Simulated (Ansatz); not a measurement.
**ZrTi3N4: stable or not**

The cell was found from a structure generator's guess, not taken from experiment.

The calculation used DFT PBE, scalar-relativistic, plane waves, PAW (Ansatz 0.2.0). Plane waves to 420 eV, a 12×12×6 mesh through Γ for the 8-atom cell and 0.10 eV Gaussian smearing; no spin polarisation.

Space group P4/mmm (No. 123). a = 3.085 Å, b = 3.085 Å, c = 8.689 Å, α = 90.00°, β = 90.00°, γ = 90.00°
```
atom  site  symmetry       x       y       z
  Zr    1a     4/mmm  0.0000  0.0000  0.0000
  Ti    1b     4/mmm  0.0000  0.0000  0.5000
  Ti    2h       4mm  0.5000  0.5000  0.2626
   N    2g       4mm  0.0000  0.0000  0.7417
   N    1d     4/mmm  0.5000  0.5000  0.5000
   N    1c     4/mmm  0.5000  0.5000  0.0000
```

The zero of energy is the elements' standard structures at the same level (N₂ as a molecule); no fitted shifts are applied.

Question: These tests were run: energy against the elements; phonons on a 2×2×1 q mesh; elastic tensor. What do they show?

Answer:

| test | result |
| --- | --- |
| energy against the elements | −1.67 eV/atom |
| phonons on a 2×2×1 q mesh | no imaginary mode on the mesh |
| elastic tensor | least eigenvalue 144 GPa |

It fails none of these tests. Whether a mixture of other phases lies lower isn't tested here.

The run for the phonons used a 12×12×6 k mesh and Fermi–Dirac smearing of 0.15 eV. The run for the elastic tensor used a 12×12×6 k mesh and Fermi–Dirac smearing of 0.15 eV.
